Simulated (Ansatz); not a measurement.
Ansatz (a program for electronic structure) input:

Ansatz 0.2 input:
```yaml
crystal:
  lattice:
    - [6.1783941944, 0.0, 0.0]
    - [-3.0891970972, 5.350646327, 0.0]
    - [0.0, 0.0, 5.9790617752]
  atoms:
    - { symbol: La, position: [0.3333333333, 0.6666666667, 0.75], spin: -0.2 }
    - { symbol: La, position: [0.6666666667, 0.3333333333, 0.25], spin: -0.2 }
    - { symbol: Cr, position: [0.0, 0.0, 0.0], spin: 3.03 }
    - { symbol: Cr, position: [0.0, 0.0, 0.5], spin: 3.03 }
    - { symbol: Ge, position: [0.1947700627, 0.3895401254, 0.25], spin: -0.18 }
    - { symbol: Ge, position: [0.8052299373, 0.1947700627, 0.75], spin: -0.18 }
    - { symbol: Ge, position: [0.6104598746, 0.8052299373, 0.25], spin: -0.18 }
    - { symbol: Ge, position: [0.8052299373, 0.6104598746, 0.75], spin: -0.18 }
    - { symbol: Ge, position: [0.1947700627, 0.8052299373, 0.25], spin: -0.18 }
    - { symbol: Ge, position: [0.3895401254, 0.1947700627, 0.75], spin: -0.18 }
kpoints:
  mp_grid: { grid: [8, 8, 7] }
hamiltonian:
  xc: r2scan
  pseudopotentials: { kind: paw }
magnetization: { spin_polarized: true }
scf:
  occupations: { method: gaussian, width: 0.05 }
checkpoint: { read: metal.run }
output: { write_density: true, elf: true, volumetric_format: npy }
basis: { fft_grid_basis: typed }
```

Output (shortened):

```
Pseudopotentials: kind: paw
Pseudopotential: La, paw, valence charge 11
Pseudopotential: Cr, paw, valence charge 14
Pseudopotential: Ge, paw, valence charge 14
Functional definition: r2SCAN
Crystal: 10 atoms, lattice volume = 197.658 Å³
Basis set: ecut = 500 eV, 5025 PW (Γ), exchange–correlation on 192×192×180 points (64 copies of the dense FFT grid, shifted against one another)
Bands: 85, of which v1, the nominal top of the filled ones, is band 67 counted from 1 (66 counted from 0)
Symmetry: 24 space group operations
Space group: P63/mmc (ITA 194), of the structure as read, at distance tolerance 5.8e-5 Å
k-points: 40 of 448
PAW frozen core: La, regenerated for the run's functional
PAW frozen core: Cr, regenerated for the run's functional
PAW frozen core: Ge, regenerated for the run's functional
Initial density: read from a saved state, or passed on in memory by an earlier SCF of this step, an earlier step, the calling program or the single point that …
Stability of the state it starts from, as read at its close in the collinear treatment (another_mixer)
Starting moments: Σ|m| = 7.54 μB on 10 of 10 sites; this step starts from the density that it was given
Initial wavefunctions: pseudopotential atomic-orbital guess
Eigensolver: davidson
Functional: x = r2scan, c = r2scan; τ floored in thin density (d = 2e-4 eV/Å³)
iter 1 solved again at ethr=4.26e-8 eV; its pass at ethr=3.10e-3 eV (dr2=5.71e-5 eV) is discarded
SCF iter   1: F=—  HF=-45117.063838 eV  |F-HF|=—  |Δ(HF+E_count)|=         —  Δρ=1.88e-7 (↑1.15e-7 ↓1.88e-7)  dr2=1.07e-10  dr2_τ=3.58e-12  dr2_m=1.01e-11  M=4.609 μB ∫|m|=7.336 μB  β_m=1.20  ethr=4.26e-8  ⟨swp⟩=3.9  Hψ=43358  notcnv=0
all-band conjugate gradients solve this SCF's bands
preconditioner: auto → Kerker (q_TF=auto, 2.557 Å⁻¹)
spin=Collinear: Kerker preconditioning applied to the charge; magnetization (m = ρ↑ − ρ↓) channel mixes plain (no charge-response kernel on spin).
SCF iter   2: F=-45117.063838 eV  HF=-45117.063838 eV  |F-HF|=8.73e-11  |Δ(HF+E_count)|=   6.66e-9  Δρ=1.52e-7 (↑1.52e-7 ↓1.00e-7)  dr2=1.02e-10  dr2_τ=3.59e-12  dr2_m=7.30e-12  M=4.609 μB ∫|m|=7.336 μB  ethr=1.00e-12  ⟨swp⟩=8.3  Hψ=27293  notcnv=0
SCF 1 converged in 2 iterations: F = -45117.063838 eV  dr2 = 1.02e-10
Crystal: 10 atoms, lattice volume = 197.658 Å³
Initial wavefunctions: those read from a saved state, or passed on in memory by an earlier step or the calling program
iter 1 solved again at ethr=1.00e-12 eV; its pass at ethr=7.46e-7 eV (dr2=1.02e-10 eV) is discarded
SCF iter   1: F=—  HF=-45117.063838 eV  |F-HF|=—  |Δ(HF+E_count)|=         —  Δρ=1.52e-7 (↑1.52e-7 ↓1.00e-7)  dr2=1.02e-10  dr2_τ=3.60e-12  dr2_m=7.32e-12  M=4.609 μB ∫|m|=7.336 μB  ethr=1.00e-12  ⟨swp⟩=1.0  Hψ=31625  notcnv=0
preconditioner: auto → Kerker (q_TF=auto, 2.557 Å⁻¹)
spin=Collinear: Kerker preconditioning applied to the charge; magnetization (m = ρ↑ − ρ↓) channel mixes plain (no charge-response kernel on spin).
SCF iter   2: F=—  HF=-45117.732309 eV  |F-HF|=—  |Δ(HF+E_count)|=   6.68e-1  Δρ=4.17e-2 (↑4.17e-2 ↓1.57e-2)  dr2=9.47e0  dr2_τ=5.27e-2  dr2_m=3.23e-1  M=4.461 μB ∫|m|=6.860 μB  ethr=7.46e-7  ⟨swp⟩=1.8  Hψ=42592  notcnv=0
SCF iter   3: F=—  HF=-45117.060256 eV  |F-HF|=—  |Δ(HF+E_count)|=   6.72e-1  Δρ=1.19e-3 (↑8.71e-4 ↓1.19e-3)  dr2=9.85e-3  dr2_τ=7.09e-5  dr2_m=4.96e-4  M=4.489 μB ∫|m|=7.187 μB  ethr=2.00e-6  ⟨swp⟩=2.0  Hψ=21166  notcnv=0
SCF iter   4: F=—  HF=-45117.063838 eV  |F-HF|=—  |Δ(HF+E_count)|=   3.58e-3  Δρ=2.01e-5 (↑2.01e-5 ↓1.34e-5)  dr2=2.23e-6  dr2_τ=1.42e-8  dr2_m=7.94e-8  M=4.608 μB ∫|m|=7.335 μB  ethr=7.46e-7  ⟨swp⟩=1.0  Hψ=15234  notcnv=0
an SCF towards the filling of the open d shells in which the orbitals that avoid the neighbouring atoms hold both spins ahead of the others, with the run's …
Crystal: 10 atoms, lattice volume = 197.658 Å³
iter 1 solved again at ethr=2.20e-12 eV; its pass at ethr=7.46e-7 eV (dr2=2.95e-9 eV) is discarded
SCF iter   1: F=—  HF=-45117.063838 eV  |F-HF|=—  |Δ(HF+E_count)|=         —  Δρ=1.52e-7 (↑1.52e-7 ↓1.00e-7)  dr2=1.02e-10  dr2_τ=3.59e-12  dr2_m=7.32e-12  M=4.609 μB ∫|m|=7.336 μB  ethr=2.20e-12  ⟨swp⟩=2.0  Hψ=72308  notcnv=0
preconditioner: auto → Kerker (q_TF=auto, 2.557 Å⁻¹)
spin=Collinear: Kerker preconditioning applied to the charge; magnetization (m = ρ↑ − ρ↓) channel mixes plain (no charge-response kernel on spin).
SCF iter   2: F=—  HF=-45117.671592 eV  |F-HF|=—  |Δ(HF+E_count)|=   6.08e-1  Δρ=3.97e-2 (↑3.97e-2 ↓1.49e-2)  dr2=8.60e0  dr2_τ=4.79e-2  dr2_m=2.96e-1  M=4.467 μB ∫|m|=6.899 μB  ethr=7.46e-7  ⟨swp⟩=1.9  Hψ=41721  notcnv=0
SCF iter   3: F=—  HF=-45117.059694 eV  |F-HF|=—  |Δ(HF+E_count)|=   6.12e-1  Δρ=1.03e-3 (↑9.04e-4 ↓1.03e-3)  dr2=2.28e-3  dr2_τ=5.55e-5  dr2_m=1.58e-3  M=4.492 μB ∫|m|=7.196 μB  ethr=1.77e-6  ⟨swp⟩=2.0  Hψ=20873  notcnv=0
SCF iter   4: F=—  HF=-45117.063838 eV  |F-HF|=—  |Δ(HF+E_count)|=   4.14e-3  Δρ=5.84e-6 (↑4.28e-6 ↓5.84e-6)  dr2=4.98e-7  dr2_τ=1.43e-9  dr2_m=1.45e-8  M=4.608 μB ∫|m|=7.335 μB  ethr=7.46e-7  ⟨swp⟩=1.1  Hψ=15292  notcnv=0
an SCF along what the orbitals of the run's state read of its open shells (or to have them read …
Stability not checked (another_mixer)
WARN: this result may not be the lowest state: it starts from a saved state, and a run that led to that state saw a lower one. See that run's warnings
SCF converged after 2 iterations
Magnetization: 4.6087 μB (69.3044 up, 64.6956 down)
Absolute magnetization: 7.3398 μB (∫|ρ↑−ρ↓|, with the PAW one-centre terms)
Spin contamination: 0.8569 ħ² per cell (⟨S²⟩ above its minimum at these occupations)
Per-site moments (μB) at R_I (Å): [(-0.09549888100097008, 1.2803181921721727), (-0.09549888100096998, 1.2803181921721727), (2.701777223425706, 1.058011804204319), (2.7017772234257054, 1.058011804204319), (-0.08175818986906727, 1.058011804204319), (-0.08175818986906752, 1.058011804204319), (-0.08175818986906773, 1.058011804204319), (-0.08175818986906727, 1.058011804204319), (-0.08175818986906755, 1.058011804204319), (-0.08175818986906747, 1.058011804204319)]
Free energy (F): -45117.063838 eV
Harris-Foulkes:  -45117.063838 eV  (|F-HF|=8.73e-11)
Internal energy: -45117.060944 eV  (E = F + TS)
E sigma→0 (E₀):  -45117.062391 eV
Entropy (-TS):   -0.002894 eV (-0.289 meV/atom)
Fermi energy:    12.901322 eV
--- Per-component energies (eV) ---
  E_band       = -1135.851304
  E_kinetic    = 1742.076618
  E_local      = -17791.297878  (includes V_loc(G=0)·N_el)
  E_nonlocal   = 2873.044670
  E_hartree    = 7843.804327
  E_xc         = -956.817346
  E_vxc        = -1132.051839  (∫ρ·V_xc dr)
  E_paw        = -25490.550428  (= ΣΔE_a)
  E_vpaw       = -2579.874539  (= ΣTr[D̂ρ^β])
  E_aug_tail   = 0.000550  (compensation charges beyond the density's cutoff)
  E_vtau       = 64.641897  (kinetic-family band-sum trace: ∫τ·v_τ [+ j·A + Jᵃ·Aᵃ] dr)
  E_ewald      = -13330.399234
  E_core_change = -6.922224  (= ΣΔE_core)
  E_smearing   = -0.002894  (= −TS)
  E_closure    = 0.000000  (closes the sum)
  Σ components = -45117.063838   (vs F -45117.063838, Δ=0.00e0)
  [band-id]    e_kinetic+e_local+e_nonlocal+2·e_hartree+e_vxc+e_vpaw+e_augmentation_tail+e_vtau = -1135.851866   (vs E_band -1135.851304, Δ=-5.62e-4)
--- Band table (eV; the first three rows and the last of 80) ---
  k-point 0 ↑: bands = ["-62.8451", "-62.8364", "-33.0741", "-33.0335", "-33.0335", "-33.0227", "-33.0227", "-32.9709", "-20.9804", "-20.9619", "-12.3931", "-12.3858", "-12.3619", "-12.3619", "-12.3568", "-12.3568", "-12.3125", "-12.3002", "-12.2694", "-12.2658", "-12.2557", "-12.2557", "-12.2527", "-12.2527", "-12.2469", "-12.2469", "-12.2448", "-12.2448", "-12.2086", "-12.2085", "-12.2085", "-12.1994", "-12.1994", "-12.1940", "-12.1721", "-12.1721", "-12.1658", "-12.1658", "-12.1504", "-12.1487", "-4.4920", "-4.4920", "-4.4535", "-4.3718", "-4.3718", "-4.2862", "0.6344", "1.8416", "4.9482", "4.9482", "5.2564", "5.2564", "6.5833", "8.2587", "8.7190", "9.3156", "9.3156", "10.1974", "10.1974", "10.5522", "10.9551", "10.9551", "11.2238", "11.2238", "11.4929", "11.4929", "11.6853", "11.6853", "12.7338", "12.8122", "13.1268", "13.1268", "13.9208", "13.9208", "14.3268", "14.9351", "15.0184", "15.2007", "15.3632", "15.3632", "15.3756", "15.3840", "15.3840", "15.5727", "15.5727"]
  k-point 1 ↑: bands = ["-62.8447", "-62.8369", "-33.0691", "-33.0330", "-33.0330", "-33.0232", "-33.0232", "-32.9761", "-20.9794", "-20.9628", "-12.3927", "-12.3861", "-12.3616", "-12.3616", "-12.3570", "-12.3570", "-12.3116", "-12.3006", "-12.2693", "-12.2662", "-12.2556", "-12.2556", "-12.2529", "-12.2529", "-12.2468", "-12.2468", "-12.2449", "-12.2449", "-12.2081", "-12.2081", "-12.2079", "-12.1999", "-12.1999", "-12.1948", "-12.1717", "-12.1717", "-12.1660", "-12.1660", "-12.1503", "-12.1488", "-4.4855", "-4.4855", "-4.4598", "-4.3772", "-4.3772", "-4.3108", "0.7342", "1.8444", "4.9485", "4.9485", "5.2241", "5.2241", "6.6674", "7.8789", "9.0577", "9.3341", "9.3341", "10.0548", "10.0548", "10.5258", "11.0550", "11.0550", "11.1452", "11.1452", "11.6360", "11.6360", "11.7308", "11.7308", "12.2874", "12.6507", "13.2637", "13.2637", "14.0308", "14.0308", "14.3600", "14.9092", "15.1004", "15.1825", "15.3519", "15.3519", "15.3737", "15.3825", "15.3825", "15.5669", "15.5710"]
  k-point 2 ↑: bands = ["-62.8435", "-62.8381", "-33.0548", "-33.0315", "-33.0315", "-33.0247", "-33.0247", "-32.9905", "-20.9767", "-20.9652", "-12.3917", "-12.3871", "-12.3609", "-12.3609", "-12.3577", "-12.3577", "-12.3091", "-12.3017", "-12.2692", "-12.2673", "-12.2554", "-12.2554", "-12.2535", "-12.2535", "-12.2465", "-12.2465", "-12.2452", "-12.2452", "-12.2070", "-12.2070", "-12.2059", "-12.2013", "-12.2013", "-12.1968", "-12.1705", "-12.1705", "-12.1665", "-12.1665", "-12.1500", "-12.1490", "-4.4695", "-4.4678", "-4.4678", "-4.3928", "-4.3928", "-4.3689", "0.9998", "1.8053", "4.9572", "4.9572", "5.1447", "5.1447", "6.8870", "7.4952", "9.3206", "9.3901", "9.3901", "9.8206", "9.8206", "10.2587", "11.0842", "11.0842", "11.1361", "11.1361", "11.6832", "11.8258", "11.8258", "11.8369", "11.8369", "12.3838", "13.6953", "13.6953", "14.3604", "14.3604", "14.4521", "14.8339", "15.1689", "15.2149", "15.3169", "15.3169", "15.3787", "15.3787", "15.3934", "15.5280", "15.5707"]
  k-point 39 ↓: bands = ["-59.1957", "-59.1935", "-29.4426", "-29.4426", "-29.4396", "-29.4396", "-29.2294", "-29.2020", "-21.0312", "-21.0306", "-12.4016", "-12.4015", "-12.3674", "-12.3674", "-12.3620", "-12.3616", "-12.3152", "-12.3151", "-12.2966", "-12.2965", "-12.2768", "-12.2739", "-12.2737", "-12.2729", "-12.2697", "-12.2684", "-12.2642", "-12.2639", "-12.2282", "-12.2278", "-12.2236", "-12.2211", "-12.2211", "-12.2206", "-12.1968", "-12.1951", "-12.1917", "-12.1915", "-12.1751", "-12.1748", "-4.6945", "-4.6878", "-4.5776", "-4.5267", "-4.3645", "-4.3580", "1.9999", "2.0370", "3.7578", "4.1317", "4.6638", "4.7249", "8.8032", "8.9890", "9.5221", "9.5361", "9.7802", "9.8750", "10.7923", "10.9157", "11.2040", "11.3229", "11.3252", "12.1846", "12.6968", "13.0971", "13.2293", "13.4218", "14.0589", "14.1899", "14.8750", "14.8972", "15.0956", "15.1278", "15.2075", "15.2141", "15.2491", "15.3220", "15.3577", "15.3853", "15.4295", "15.4423", "15.4725", "15.4746", "15.6443"]
  band table: 85 of 85 bands, residual norms ≤ 1.0e-3 eV
```

Cost: about 11 core-minutes (a rough figure) on shared cores.

Space group P6_3/mmc. The workflow started from an entry of the Crystallography Open Database (COD, 295 K). Whether it is the stable phase at ambient conditions was not checked. The r²SCAN relaxation kept the symmetry of its start; whether a distortion lowers the energy is not shown. The final state is ferromagnetic, chosen from 2 collinear starts compared on coarse meshes (ties went to the first, and starts can fall back to one state), not a proven ground state. The program gave a warning on the electronic state, which may not be the lowest. For itinerant 3d metals, meta-GGAs of the SCAN family and hybrids are commonly reported to give too large moments. Point labels and valley counts follow the cell and symmetry of the run, lower than the named group. Spin–orbit coupling is left out wherever it is not named.

Potentials: the later of the program's two PAW sets.

Ansatz is a plane-wave DFT program.
